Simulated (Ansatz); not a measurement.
WC (rock salt, Fm-3m) under volume change, r²SCAN (plane waves, PAW; program Ansatz), scaled uniformly.

```
V (Å³/atom)  E − E(relaxed) (meV/atom)  P (GPa)
-----------  -------------------------  -------
9.459                            118.3    44.01
9.771                             49.7    26.96
10.083                            11.8    12.42
10.395                             0.0     0.00
10.706                            10.6   -10.60
11.018                            40.3   -19.65
11.330                            86.2   -27.36
```

What does a third-order Birch–Murnaghan fit give for V₀, B₀ and B′?

V₀ = 10.39 Å³/atom, B₀ = 382 GPa, B′ = 4.3.

The first step of the workflow began from a Materials Project structure, measured or hypothetical; the Crystallography Open Database copy checked does not list it. It is not the phase usual at ambient conditions (space group No. 187). The r²SCAN relaxation kept the symmetry of its start; of distortions, only those at the zone centre were tested. No spin polarisation was allowed. Its formation energy is positive at this level, so the cell may be metastable or incomplete. Spin–orbit coupling is left out wherever it is not named.

Potentials: the later of the program's two PAW sets.
